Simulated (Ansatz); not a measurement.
Total density of states per atom from the program Ansatz at the r²SCAN level (PAW), in 0.25 eV bins, energy from the valence-band maximum:

(E (eV), states/eV/atom): (-7.85, 0.09); (-7.60, 0.15); (-7.35, 0.22); (-7.10, 0.32); (-6.85, 0.55); (-6.60, 0.53); (-6.35, 0.71); (-6.10, 0.65); (-5.85, 0.32); (-5.60, 0.46); (-5.35, 0.80); (-5.10, 1.03); (-4.85, 1.16); (-4.60, 1.14); (-4.35, 0.97); (-4.10, 0.70); (-3.85, 0.56); (-3.60, 0.53); (-3.35, 0.45); (-3.10, 0.31); (-2.85, 0.17); (-2.60, 0.15); (-2.35, 0.20); (-2.10, 0.37); (-1.85, 0.69); (-1.60, 0.74); (-1.35, 0.34); (-1.10, 0.98); (-0.85, 1.30); (-0.60, 0.86); (-0.35, 0.45); (-0.10, 0.10); (0.15, 0.00); (0.40, 0.01); (0.65, 0.04); (0.90, 0.10); (1.15, 0.19); (1.40, 0.29); (1.65, 0.51); (1.90, 0.87); (2.15, 1.06); (2.40, 1.01); (2.65, 0.85); (2.90, 1.14); (3.15, 1.48); (3.40, 1.55); (3.65, 0.90); (3.90, 0.23); (4.15, 0.66); (4.40, 0.71); (4.65, 0.60); (4.90, 0.67); (5.15, 0.52)

### Question
Which compound is it?
(A) KNdO2, R-3m (K on 3a, Nd on 3b, O on 6c)
(B) MgO, CsCl type
(C) CrN, R-3m (Cr on 3a, N on 3b)
(D) ZnF2, rutile

### Answer
C, CrN, R-3m (Cr on 3a, N on 3b). Top 1 eV of the valence band: Cr 3d 69 %, N 2p 27 %. Bottom 1 eV of the conduction band: Cr 3d 86 %, N 2p 13 %. Projections are on Löwdin-orthogonalised atomic valence shells; empty p or d shells of many metals are not among them.

The workflow started from a Materials Project entry (that database holds measured and hypothetical structures alike); the Crystallography Open Database copy checked does not list it. COD files the formula under space group No. 225, so this cell is another polymorph or a model. Whether it is the stable phase at ambient conditions was not checked. The r²SCAN relaxation kept the symmetry of its start, as lowered by the spin order; its stability against distortions is not shown here. Magnetic state: antiferromagnetic, chosen from 3 collinear starts compared on coarse meshes (ties went to the first, and starts can fall back to one state), not a proven ground state. Other orbital occupations within this spin state were not tried. No Hubbard U is applied.

Potentials: the later of the program's two PAW sets.
